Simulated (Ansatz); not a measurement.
**MgB2: stiffness from a series of strains**

```xyz
3
Lattice="3.0850 0.0000 0.0000 -1.5425 2.6717 0.0000 0.0000 0.0000 3.5230" Properties=species:S:1:pos:R:3 pbc="T T T"
Mg    0.0000    0.0000    0.0000
B     0.0000    1.7811    1.7615
B     1.5425    0.8906    1.7615
```

Atoms are numbered in the order listed.

The geometry is COD entry 1000026, unchecked; take it as a test cell.

Method: DFT, LDA, all-electron LAPW, scalar-relativistic (Ansatz 0.2.0).

Sampling and basis: a Γ-centred 12×12×9 k mesh, Fermi–Dirac smearing of 0.05 eV, basis error target 0.5 meV/atom, no spin polarisation.

The strain is applied along the Cartesian axes of the cell as listed (the other components stay zero). Fractional coordinates are held (clamped ions).

σ is the change of stress from the unstrained cell, which is at -7.60 GPa; tension is positive, so slopes are stress–strain coefficients at that pressure. In a metal the k mesh adds noise.

Only quantities that a quadratic follows smoothly over the whole series are listed; rougher ones are left out.

```tsv
εzz	σzz (GPa)	σxx (GPa)
-0.0300	-8.30	-0.48
-0.0100	-2.60	-0.15
0.0000	0.00	0.00
0.0100	2.39	0.19
0.0200	4.62	0.39
0.0300	6.75	0.56
```

Question: Fit the series and read off the stiffness at zero strain.

Answer: Least-squares fits y = p0 + p1 x + p2 x² to the rows give σzz (GPa): p1 = 250, p2 = -850; σxx (GPa): p1 = 17.4, p2 = 33. So C33 = 250 GPa and C13 = 17 GPa, for these axes.

Question: One run, at εzz = -0.0200, is withheld. Predict its row.

Answer: The fits give -5.37, -0.32; the run gave -5.41, -0.28.
